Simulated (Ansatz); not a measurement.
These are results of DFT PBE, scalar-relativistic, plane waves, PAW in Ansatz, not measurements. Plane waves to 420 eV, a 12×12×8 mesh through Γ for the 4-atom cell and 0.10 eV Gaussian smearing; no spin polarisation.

The zero of energy is the elements' standard structures at the same level; no fitted shifts are applied.

**Question.** Suggest a trial structure for a trigonal metal made of As, Ca and Hf, with a formation energy near −1.07 eV/atom and a density near 6.49 g/cm³, in a cell of 4 atoms. Its symmetry should be P-3m1 (No. 164).

**Answer.** CaHfAs2, space group P-3m1 (No. 164). Ca is surrounded by 6 As at 3.00 Å, 2 Hf at 3.54 Å and 6 Ca at 3.92 Å; Hf has 6 As at 2.76 Å and 2 Ca at 3.54 Å; As is surrounded by 3 Hf at 2.76 Å and 3 Ca at 3.00 Å.

Space group P-3m1 (No. 164). a = 3.921 Å, b = 3.921 Å, c = 7.077 Å, α = 90.00°, β = 90.00°, γ = 120.00°
```json
{"atom": "Ca", "site": "1a", "symmetry": "-3m.", "x": "0.0000", "y": "0.0000", "z": "0.0000"}
{"atom": "Hf", "site": "1b", "symmetry": "-3m.", "x": "0.0000", "y": "0.0000", "z": "0.5000"}
{"atom": "As", "site": "2d", "symmetry": "3m.", "x": "0.3333", "y": "0.6667", "z": "0.7219"}
```

The volume per atom is 23.56 Å³. The density is 6.49 g/cm³, the energy over the elements is −1.07 eV/atom and the gap on the 12×12×8 mesh of the 4-atom cell is 0 eV (a metal).

The cell was found from a structure generator's guess, not taken from experiment. The answer needn't be unique; the calculation gave this one.

These runs have no spin–orbit coupling, which can matter for Hf. The reference form of As is held partly by dispersion forces, which this level lacks. Symmetry constrained the relaxation, so the result can be a saddle point.
